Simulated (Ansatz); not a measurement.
## Structure search: one AlBN candidate

All numbers below come from DFT PBE, scalar-relativistic, plane waves, PAW (Ansatz). Cutoff 420 eV, Gaussian smearing, Γ-centred meshes. Cell and atoms relax first on a coarse mesh and then on a finer one. In between, the cell is made exact in the group found at 0.06 Å. In metals the finer mesh still leaves noise of several meV/atom or more. The steps can't lower the symmetry of their start. No spin polarisation.

The cell of AlBN is invented: random cell by space group and Wyckoff sites (P4/mmm, No. 123). The dimensions are guesses.

Space group P4/mmm (No. 123). a = 2.801 Å, b = 2.801 Å, c = 4.337 Å, α = 90.00°, β = 90.00°, γ = 90.00°
| atom | site | symmetry | x | y | z |
| --- | --- | --- | --- | --- | --- |
| Al | 1a | 4/mmm | 0.0000 | 0.0000 | 0.0000 |
| B | 1c | 4/mmm | 0.5000 | 0.5000 | 0.0000 |
| N | 1d | 4/mmm | 0.5000 | 0.5000 | 0.5000 |

Energies over the elements count from the elements' standard structures at the same level (N₂ as a molecule), with no fitted energy shifts.

**Question.** Describe the relaxed structure.

**Answer.** The symmetry stays P4/mmm (No. 123). The volume per atom grows by 47.0 %, from 11.3 to 16.7 Å³. The shortest distance goes from 1.98 Å (Al–B) to 1.33 Å (B–N). The ratio c/a of the conventional cell changes by a factor of 0.40. The energy falls by about 1.7 eV/atom (the start's value is from the coarse mesh). Conventional cell: a = 4.335 Å, c = 2.662 Å. Al has 2 Al at 2.66 Å, 4 B at 3.07 Å and 8 N at 3.34 Å; around B lie 2 N at 1.33 Å, 2 B at 2.66 Å and 4 Al at 3.07 Å; around N lie 2 B at 1.33 Å, 2 N at 2.66 Å and 8 Al at 3.34 Å.

```cif
data_structure
_symmetry_space_group_name_H-M 'P4/mmm'
_symmetry_Int_Tables_number 123
_cell_length_a 4.3351
_cell_length_b 4.3351
_cell_length_c 2.6623
_cell_angle_alpha 90.000
_cell_angle_beta 90.000
_cell_angle_gamma 90.000
_cell_volume 50.03
loop_
_atom_site_label
_atom_site_type_symbol
_atom_site_symmetry_multiplicity
_atom_site_Wyckoff_symbol
_atom_site_fract_x
_atom_site_fract_y
_atom_site_fract_z
_atom_site_occupancy
Al1 Al 1 a 0.00000 0.00000 0.00000 1
B1 B 1 c 0.50000 0.50000 0.00000 1
N1 N 1 d 0.50000 0.50000 0.50000 1
```

**Question.** Give its energy and gap.

**Answer.** The energy over the elements is +0.31 eV/atom and the gap on the 10×10×18 mesh of the 3-atom cell is 0 eV (a metal).

A positive value: parting into the elements would lower its energy.

The last run used Gaussian smearing of 0.10 eV. Weakly bound directions are ill-defined at this level, which has no dispersion term. An odd number of electrons in the primitive cell allows no gap without spin; a larger cell or a magnetic state could open one. The cell is a metal run without spin; a magnetic state may lie lower. Symmetry constrained the relaxation, so the result can be a saddle point. In all, the 4 runs took 2 min on 1 thread of Arm Neoverse N1 (shared host).
